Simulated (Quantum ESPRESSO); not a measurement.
pw.x input (Quantum ESPRESSO 7.5; PBEsol, PseudoDojo standard norm-conserving files, scalar-relativistic):

```
&CONTROL
  calculation = 'scf'
  pseudo_dir = './pseudo'
  outdir = './out'
  tprnfor = .true.
  tstress = .true.
/
&SYSTEM
  ibrav = 0
  nat = 4
  ntyp = 3
  ecutwfc = 100.0
  ecutrho = 400.0
  occupations = 'smearing'
  smearing = 'fd'
  degauss = 0.002
  nbnd = 27
/
&ELECTRONS
  conv_thr = 4e-10
/
ATOMIC_SPECIES
S 32.0600 S.upf
K 39.0983 K.upf
Lu 174.9668 Lu.upf
CELL_PARAMETERS angstrom
  1.953797348965   1.128025425367   7.234291656000
 -1.953797348965   1.128025425367   7.234291656000
  0.000000000000  -2.256050850734   7.234291656000
ATOMIC_POSITIONS crystal
S   0.766604901400   0.766604901400   0.766604901400
S   0.233395098600   0.233395098600   0.233395098600
K   0.000000000000   0.000000000000   0.000000000000
Lu   0.500000000000   0.500000000000   0.500000000000
K_POINTS automatic
8 8 8 0 0 0
```

End of the output:

```

[...]
     the Fermi energy is     8.4862 ev
!    total energy              =    -597.53408465 Ry
     estimated scf accuracy    <          3.1E-10 Ry
     smearing contrib. (-TS)   =      -0.00000000 Ry
     internal energy E=F+TS    =    -597.53408465 Ry
     The total energy is F=E-TS. E is the sum of the following terms:
     one-electron contribution =    -443.60801593 Ry
     hartree contribution      =     257.60499287 Ry
     xc contribution           =     -99.20844840 Ry
     ewald contribution        =    -312.32261319 Ry
     convergence has been achieved in   9 iterations
     Forces acting on atoms (cartesian axes, Ry/au):
     atom    1 type  1   force =     0.00000000    0.00000000    0.00002896
     atom    2 type  1   force =     0.00000000    0.00000000   -0.00002896
     atom    3 type  2   force =     0.00000000    0.00000000    0.00000000
     atom    4 type  3   force =     0.00000000    0.00000000    0.00000000
     Total force =     0.000041     Total SCF correction =     0.000017
     SCF correction compared to forces is large: reduce conv_thr to get better values
     Computing stress (Cartesian axis) and pressure
          total   stress  (Ry/bohr**3)                   (kbar)     P=       -0.14
  -0.00000141  -0.00000000  -0.00000000           -0.21       -0.00       -0.00
  -0.00000000  -0.00000141   0.00000000           -0.00       -0.21        0.00
  -0.00000000   0.00000000  -0.00000009           -0.00        0.00       -0.01
```
In a gapped system the printed Fermi energy is only some level inside the gap.

Geometry relaxed with PBEsol.
